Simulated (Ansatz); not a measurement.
Nb:
Space group P6/mmm (No. 191); a = b = 4.833 Å, c = 2.646 Å, α = β = 90.00°, γ = 120.00°

```tsv
atom	site	symmetry	x	y	z
Nb	1a	6/mmm	0.0000	0.0000	0.0000
Nb	2d	-6m2	0.3333	0.6667	0.5000
```

Relaxed with PBEsol.

**Question.** Which orbitals make up the states near the Fermi level in PBEsol in the plane-wave PAW code Ansatz?

**Answer.** Within 0.5 eV of the Fermi level: Nb 4d 89 %, Nb 5s 7 %. Projections are on Löwdin-orthogonalised atomic valence shells; empty p or d shells of many metals are not among them.

**Question.** Tabulate the density of states.

**Answer.** States/eV per cell of 3 atoms, in 0.25 eV bins, energy from the Fermi level.

| E (eV) | total | Nb 4d | Nb 5s | Nb 4p |
|---|---|---|---|---|
| -6.25 | 0.00 | 0.00 | 0.00 | 0.00 |
| -6.00 | 0.06 | 0.00 | 0.05 | 0.00 |
| -5.75 | 0.12 | 0.00 | 0.10 | 0.00 |
| -5.50 | 0.17 | 0.00 | 0.14 | 0.00 |
| -5.25 | 0.22 | 0.00 | 0.18 | 0.01 |
| -5.00 | 0.27 | 0.01 | 0.22 | 0.01 |
| -4.75 | 0.33 | 0.02 | 0.26 | 0.01 |
| -4.50 | 0.41 | 0.04 | 0.31 | 0.02 |
| -4.25 | 0.58 | 0.13 | 0.38 | 0.02 |
| -4.00 | 1.18 | 0.62 | 0.47 | 0.03 |
| -3.75 | 2.34 | 1.60 | 0.62 | 0.04 |
| -3.50 | 3.77 | 2.78 | 0.83 | 0.06 |
| -3.25 | 3.82 | 3.04 | 0.62 | 0.06 |
| -3.00 | 3.38 | 2.82 | 0.44 | 0.06 |
| -2.75 | 3.71 | 3.18 | 0.40 | 0.07 |
| -2.50 | 4.30 | 3.89 | 0.29 | 0.08 |
| -2.25 | 4.07 | 3.71 | 0.25 | 0.08 |
| -2.00 | 3.82 | 3.55 | 0.17 | 0.06 |
| -1.75 | 3.84 | 3.62 | 0.12 | 0.06 |
| -1.50 | 2.96 | 2.75 | 0.11 | 0.05 |
| -1.25 | 2.47 | 2.28 | 0.10 | 0.05 |
| -1.00 | 3.14 | 2.89 | 0.14 | 0.06 |
| -0.75 | 4.97 | 4.44 | 0.35 | 0.09 |
| -0.50 | 5.15 | 4.65 | 0.30 | 0.09 |
| -0.25 | 3.57 | 3.25 | 0.20 | 0.04 |
| 0.00 | 2.69 | 2.38 | 0.17 | 0.04 |
| 0.25 | 2.47 | 2.12 | 0.21 | 0.03 |
| 0.50 | 1.99 | 1.70 | 0.17 | 0.03 |
| 0.75 | 2.75 | 2.44 | 0.16 | 0.03 |
| 1.00 | 4.82 | 4.38 | 0.22 | 0.05 |
| 1.25 | 2.80 | 2.49 | 0.14 | 0.03 |
| 1.50 | 2.47 | 2.24 | 0.10 | 0.02 |
| 1.75 | 3.27 | 2.98 | 0.15 | 0.02 |
| 2.00 | 2.64 | 2.45 | 0.10 | 0.01 |
| 2.25 | 3.39 | 3.13 | 0.15 | 0.02 |
| 2.50 | 2.68 | 2.49 | 0.12 | 0.01 |
| 2.75 | 2.57 | 2.35 | 0.13 | 0.01 |
| 3.00 | 3.30 | 3.03 | 0.15 | 0.01 |
| 3.25 | 3.47 | 3.24 | 0.12 | 0.01 |
| 3.50 | 2.57 | 2.39 | 0.09 | 0.01 |
| 3.75 | 3.80 | 3.44 | 0.22 | 0.01 |
| 4.00 | 3.97 | 3.55 | 0.29 | 0.01 |

The start of the workflow was typed in or built on a structure type; neither database checked (COD, Materials Project) lists it. It is not the phase usual at ambient conditions (space group No. 229). The cell was relaxed with PBEsol under the symmetry of its start. At this level the phase is dynamically unstable (imaginary phonons). No spin polarisation was allowed. Axis ratios of metals converge slowly with the k-mesh, so a and c are less sure than the volume. Scalar-relativistic: spin–orbit coupling is off unless named, which matters more the heavier the elements.

Potentials: the earlier of the program's two PAW sets. The files were generated under PBE; for other functionals the program regenerates the frozen cores, and for LDA and PBEsol the local potential too.
